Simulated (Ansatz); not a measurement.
C:
```
C
1.0
    0.00000     1.77682     1.77682
    1.77682     0.00000     1.77682
    1.77682     1.77682     0.00000
C
2
Direct
  0.50000   0.50000   0.50000
  0.75000   0.75000   0.75000
```

Relaxed with PBEsol. Special points in fractions of this cell's reciprocal vectors: Γ (0.000, 0.000, 0.000); X (0.500, 0.000, 0.500); U (0.625, 0.250, 0.625); K (0.375, 0.375, 0.750); L (0.500, 0.500, 0.500); W (0.500, 0.250, 0.750).

Problem. List the band energies nearest the valence-band maximum at these points for PBEsol (plane waves, PAW; program Ansatz).

Solution. In eV from the valence-band maximum; about four levels below and three above (degenerate sets whole), none deeper than 8.9 eV; … stands for higher levels left out; points with the same levels are listed once.

```tsv
k	below	above
Γ	0.00 0.00 0.00	…
X	-6.41 -6.41	4.63 4.63 …
U	-5.46	5.56 10.70 …
L	-2.85 -2.85	8.43 8.43 …
W	-8.51 -8.51	10.51 10.51 …
```

Space group Fd-3m (diamond). The PBEsol relaxation kept the symmetry of its start.

Potentials: the earlier of the program's two PAW sets. The files were generated under PBE; for other functionals the program regenerates the frozen cores, and for LDA and PBEsol the local potential too.
